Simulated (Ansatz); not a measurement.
LiEu6H9Br3: what a change of kpoints.mp_grid.grid, scf.max_iter does

Computed with the plane-wave PAW code Ansatz (scalar-relativistic, PAW set soft_2): PBEsol+U (Eu 6 eV), collinear spin, 420 eV cutoff, k-mesh 2×3×3 shifted by half a step. These are the settings of the reference run.

Cell:

```
cell
1.0
     0.0000    0.0000    6.9913
     0.0000   -6.9962    0.0000
     6.0589    3.4981    0.0000
Br Eu H Li
3 6 9 1
Direct
  0.9725 0.3268 0.6630
  0.9726 0.6603 0.3300
  0.0109 0.9918 0.9959
  0.6955 0.6738 0.6772
  0.6956 0.9932 0.3159
  0.6960 0.3126 0.9967
  0.2836 0.3895 0.3921
  0.2837 0.5993 0.9964
  0.2836 0.9940 0.6016
  0.3572 0.7254 0.7276
  0.3570 0.9945 0.2661
  0.3571 0.2636 0.9968
  0.6193 0.3373 0.3404
  0.6201 0.6491 0.9967
  0.6195 0.9938 0.6529
  0.6180 0.9933 0.9967
  0.4524 0.3279 0.6635
  0.4526 0.6613 0.3303
  0.3793 0.9950 0.9971
```

The reference run of this cell is solved again as a single point with these keys changed:

| key | reference run | changed run |
| --- | --- | --- |
| kpoints.mp_grid.grid | [2, 3, 3] | [1, 1, 1] |
| scf.max_iter | not typed | 80 |

Q: How does the changed run end?

A: 

```
                                    quantity  reference run  changed run
energy, changed less reference (meV an atom)              0         61.6
                        largest force (eV/Å)           0.03         0.55
                        gap on the mesh (eV)           0.00         0.12
                     moment of the cell (μB)          43.00        43.00
```

The energy moves by 62 meV an atom (1.17 eV for the cell). It took 18 iterations. The change was made on purpose as a fault (one k-point for a small cell); the changed values aren't properties of LiEu6H9Br3. A gap taken on a mesh is an upper bound, since the band edges can lie between its points.

Caveats: the reference run: a carrier lies in a band of the host or at its edge, so the energy may hold band filling; the reference run: bands were filled unevenly over the k points at some point of the run; the reference run: open f or d shells may hold a state above the lowest; a single point, atoms not relaxed again; semilocal functionals make gaps too small and can close them.
